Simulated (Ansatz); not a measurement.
All numbers below come from DFT PBE, scalar-relativistic, plane waves, PAW (Ansatz). Settings: cutoff 420 eV, Γ-centred meshes spaced at most about 0.3 Å⁻¹, and about 0.25 Å⁻¹ or finer for metals (2π included), Gaussian smearing. No spin polarisation in the final relaxations.

All energies are static (0 K, no zero-point motion). All come from trial cells, and lower structures may exist.

Question: Order these relaxed structures of SnGe₂P₂ by energy, lowest first, with the energy over the lowest of them.
A.

```
CELL_PARAMETERS angstrom
4.26435 0.00000 0.00000
-2.13218 3.69304 0.00000
0.00000 0.00000 7.13985
ATOMIC_POSITIONS crystal
Sn 0.00000 0.00000 0.00000
Ge 0.33333 0.66667 0.63564
Ge 0.66667 0.33333 0.36436
P 0.33333 0.66667 0.24517
P 0.66667 0.33333 0.75483
```

B.

```
CELL_PARAMETERS angstrom
-2.41129 2.41129 4.31441
2.41129 -2.41129 4.31441
2.41129 2.41129 -4.31441
ATOMIC_POSITIONS crystal
Sn 0.00000 0.00000 0.00000
Ge 0.34957 0.34957 0.00000
Ge 0.65043 0.65043 0.00000
P 0.75000 0.25000 0.50000
P 0.25000 0.75000 0.50000
```

C.

```
CELL_PARAMETERS angstrom
3.24194 0.00000 0.00000
0.00000 3.24194 0.00000
0.00000 0.00000 11.12799
ATOMIC_POSITIONS crystal
Sn 0.50000 0.50000 0.00000
Ge 0.00000 0.00000 0.36268
Ge 0.00000 0.00000 0.63732
P 0.00000 0.00000 0.85127
P 0.00000 0.00000 0.14873
```

D.

```
CELL_PARAMETERS angstrom
-2.12424 2.12424 6.11907
2.12424 -2.12424 6.11907
2.12424 2.12424 -6.11907
ATOMIC_POSITIONS crystal
Sn 0.00000 0.00000 0.00000
Ge 0.75000 0.25000 0.50000
Ge 0.25000 0.75000 0.50000
P 0.36637 0.36637 0.00000
P 0.63363 0.63363 0.00000
```

Answer: B (0 meV/atom), A (34 meV/atom), D (132 meV/atom), C (356 meV/atom). Forms: B I4/mmm; A P-3m1; D ThCr2Si2 type, I4/mmm; C P4/mmm. B holds Ge–Ge pairs (shortest 2.60 Å) (bonds between like non-metal atoms; other contacts aren't counted). Even the lowest lies +0.22 eV/atom against the elements.

No dispersion correction is applied, so the spacing and binding between layers, chains or molecules are poorly described (P4/mmm), and this can change margins and order among such cells. Cells relaxed within their symmetry can be saddle points. Some types were kept out of the candidates beforehand, so the set may lack a known form.
